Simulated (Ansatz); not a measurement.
**Convergence notes, G0W0 on GaP (F-43m)**

GaP (F-43m) from a database structure, relaxed with r2SCAN; one-shot G0W0 in Ansatz without spin-orbit coupling. No spin polarisation and no zero-point or thermal motion.

```yaml
crystal:
  lattice:
    - [0.00000, 2.72541, 2.72541]
    - [2.72541, 0.00000, 2.72541]
    - [2.72541, 2.72541, 0.00000]
  atoms:
    - { symbol: Ga, position: [0.00000, 0.00000, 0.00000] }
    - { symbol: P, position: [0.25000, 0.25000, 0.25000] }
```

Gaps are read over the mesh points alone. G0W0 here is at a finite number of bands, screening cutoff and k mesh, not at the basis limit.

| start | potentials | frequency model | mesh | empty bands | screening cutoff (eV) | Kohn-Sham gap (eV) | G0W0 gap (eV) |
| --- | --- | --- | --- | --- | --- | --- | --- |
| PBE | PAW | contour deformation | 6×6×6 | 120 | 120 | 1.65 | 2.12 |
| PBE | PAW | contour deformation | 6×6×6 | 300 | 220 | 1.65 | 2.19 |
| PBE | PAW | contour deformation | 6×6×6 | 551 | 300 | 1.65 | 2.22 |
| HSE06 | PAW | contour deformation | 6×6×6 | 300 | 220 | 2.29 | 2.50 |
| r2SCAN | PAW | contour deformation | 6×6×6 | 300 | 220 | 1.90 | 2.35 |
| PBE0 | PAW | contour deformation | 6×6×6 | 300 | 220 | 2.96 | 2.66 |
| PBE | PAW | Godby-Needs pole | 6×6×6 | 300 | 220 | 1.65 | 2.15 |
| PBE | PAW | contour deformation | 8×8×8 | 65 | 80 | 1.64 | 2.05 |
| PBE | norm-conserving | contour deformation | 6×6×6 | 300 | 220 | 1.65 | 2.19 |

G0W0 moves the gap on the mesh from 1.65 eV (PBE) to 2.22 eV (Γ to X). Renormalisation factors Z lie between 0.73 and 0.79.

Raising bands and cutoff together moves the gap by +0.07 eV (120 to 220 eV), then +0.03 eV (220 to 300 eV); the last step is small, which bounds nothing strictly. Starting from HSE06 (2.29 eV against PBE's 1.65 eV) gives 2.50 eV, +0.31 eV from G0W0@PBE at the same screening cutoff. Starting from r2SCAN (1.90 eV against PBE's 1.65 eV) gives 2.35 eV, +0.16 eV from G0W0@PBE at the same screening cutoff. Starting from PBE0 (2.96 eV against PBE's 1.65 eV) gives 2.66 eV, +0.47 eV from G0W0@PBE at the same screening cutoff. The Godby-Needs plasmon pole differs from contour deformation by -0.04 eV. Norm-conserving potentials (wave cutoff 1088 eV against 420 eV) shift the quasiparticle gap by 0.00 eV and the PBE gap by 0.00 eV. r2SCAN runs take a wave cutoff of 500 eV.

With a shallow d shell on the cation, G0W0 converges slowly in bands and cutoff, so these values are in doubt.
